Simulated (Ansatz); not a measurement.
The calculation used DFT PBE, scalar-relativistic, plane waves, PAW (Ansatz). All cells share a 420 eV cutoff and Γ-centred k meshes spaced about 0.3 Å⁻¹ or finer (0.25 for metals, 2π included). No spin polarisation.

Temperature and zero-point effects are left out.

Two forms of PdCl₄ were relaxed alike.

A.

```xyz
5
Lattice="-3.5734 3.5734 2.7416 3.5734 -3.5734 2.7416 3.5734 3.5734 -2.7416" Properties=species:S:1:pos:R:3 pbc="T T T"
Pd    0.0000    0.0000    0.0000
Cl    1.9513    1.9513    2.7416
Cl    1.9513   -1.9513    2.7416
Cl   -1.9513    1.9513    2.7416
Cl    1.6221    1.6221    0.0000
```

B.

```xyz
5
Lattice="3.9737 -4.5359 0.0000 3.9737 4.5359 0.0000 0.0000 0.0000 3.5406" Properties=species:S:1:pos:R:3 pbc="T T T"
Pd    0.0000    0.0000    0.0000
Cl    3.9737   -2.9412    1.7703
Cl    3.9737    2.9412    1.7703
Cl    2.3302    0.0000    0.0000
Cl    5.6172    0.0000    0.0000
```

Task: Which would you expect to be lower, and how large is the difference?

Result: B is lower, by 89 meV/atom. A has space group I4/mmm (No. 139), 28.0 Å³/atom and no gap on its mesh; B has space group Cmmm (No. 65), 25.5 Å³/atom and no gap. Counting Cl atoms around Pd (those within 1.25 times the shortest such distance or 1.15 times the sum of covalent radii), A has Pd 4 and B has Pd 6. Both come from trial cells of a structure search.

No dispersion correction is applied, so the spacing and binding between layers, chains or molecules are poorly described (I4/mmm, Cmmm), and this can change margins and order among such cells. Trial moments fell under 0.15 μB along the way in I4/mmm and Cmmm; another start might hold them. With atoms moved at random, B came back. A had no clear such test and can be a saddle point.
